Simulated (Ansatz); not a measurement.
LuBi (rock salt, Fm-3m) under volume change, PBEsol in the plane-wave PAW code Ansatz, scaled uniformly.

```
V (Å³/atom)  E − E(relaxed) (meV/atom)  P (GPa)
-----------  -------------------------  -------
26.244                               …        …
27.109                            22.0     4.30
27.974                             5.2     1.98
28.839                             0.0     0.00
29.705                             4.7    -1.70
30.570                               …        …
31.435                            38.4    -4.40
```

### Question
Fill in the missing entries.

### Answer

- 26.244, E − E(relaxed) (meV/atom): 52.3
- 26.244, P (GPa): 7.00
- 30.570, E − E(relaxed) (meV/atom): 17.9
- 30.570, P (GPa): -3.16

### Question
What does a third-order Birch–Murnaghan fit give for V₀, B₀ and B′?

### Answer
V₀ = 28.84 Å³/atom, B₀ = 61.1 GPa, B′ = 4.1.

The workflow started from a Materials Project entry (that database holds measured and hypothetical structures alike); the Crystallography Open Database copy checked does not list it. With Lu and Bi taken as one species the cell has the higher symmetry Pm-3m, so it may be an ordered model of a mixed-site phase. Whether it is the stable phase at ambient conditions was not checked. The cell was relaxed with PBEsol under the symmetry of its start; of distortions, only those at the zone centre were tested. Spin–orbit coupling is left out wherever it is not named.

Potentials: the later of the program's two PAW sets.
